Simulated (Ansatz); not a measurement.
Relaxed-ion elastic tensor of Ir (fcc (Cu type), Fm-3m) in GPa (Voigt order), PBEsol in the plane-wave PAW code Ansatz; density 22.72 g/cm³, 14.05 Å³ per atom.

```
646  257  257  0.0  0.0  0.0
257  646  257  0.0  0.0  0.0
257  257  646  0.0  0.0  0.0
0.0  0.0  0.0  284  0.0  0.0
0.0  0.0  0.0  0.0  284  0.0
0.0  0.0  0.0  0.0  0.0  284
```

**Question.** Is the crystal mechanically stable?

**Answer.** Yes: the smallest eigenvalue of C is 284 GPa.

**Question.** Work out the Voigt, Reuss and Hill averages.

**Answer.** K_V = 387, K_R = 387, K_H = 387; G_V = 248, G_R = 240, G_H = 244 GPa.

**Question.** Give Young's modulus, Poisson's ratio, Pugh's ratio and the universal anisotropy index.

**Answer.** E = 9KG/(3K + G) = 605 GPa; ν = 0.24; K/G = 1.59 (brittle by the Pugh limit of 1.75); A_U = 5G_V/G_R + K_V/K_R − 6 = 0.17.

**Question.** Estimate the sound speeds and the Debye temperature.

**Answer.** v_l = √((K + 4G/3)/ρ) = 5600 m/s, v_t = √(G/ρ) = 3280 m/s, mean 3630 m/s; Θ = (h/k)(3n/4πV)^(1/3) v_m = 448 K.

**Question.** Give the Zener ratio and Young's modulus along [100], [110] and [111].

**Answer.** A = 2C44/(C11 − C12) = 1.46; 1/E = S11 − 2(S11 − S12 − S44/2)Γ with Γ = 0, 1/4, 1/3 gives 500, 626, 684 GPa.

Symmetry was held in the PBEsol relaxation. The run is not spin-polarised. As this level gives no gap, shear constants depend on the k-mesh and smearing (Fermi–Dirac, 0.1 eV here). Scalar-relativistic: spin–orbit coupling is off unless named, which matters more the heavier the elements.

Potentials: the later of the program's two PAW sets.
